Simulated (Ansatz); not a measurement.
BeS in space group P6_422 (No. 181; Be on 3c, S on 3d) under volume change, r²SCAN+D4 (plane waves, PAW; program Ansatz), shape and atoms relaxed at each volume.

```csv
V (Å³/atom),E − E(relaxed) (meV/atom),P (GPa)
12.110,41.4,11.95
12.510,…,…
12.909,4.2,3.42
13.308,0.0,0.00
13.707,…,…
14.107,14.4,-5.53
14.506,31.1,-7.76
```

Problem. Some entries are withheld; supply them.

Solution. 
- 13.707, E − E(relaxed) (meV/atom): 3.8
- 13.707, P (GPa): -2.96
- 12.510, E − E(relaxed) (meV/atom): 17.5
- 12.510, P (GPa): 7.37

Problem. What does a third-order Birch–Murnaghan fit give for V₀, B₀ and B′?

Solution. V₀ = 13.31 Å³/atom, B₀ = 106 GPa, B′ = 3.8.

The start of the workflow was typed in or built on a structure type; neither database checked (COD, Materials Project) lists it. COD files the formula under space group No. 216, so this cell is another polymorph or a model. Whether it is the stable phase at ambient conditions was not checked. Symmetry was held in the r²SCAN+D4 relaxation; its stability against distortions is not shown here.

Potentials: the later of the program's two PAW sets.
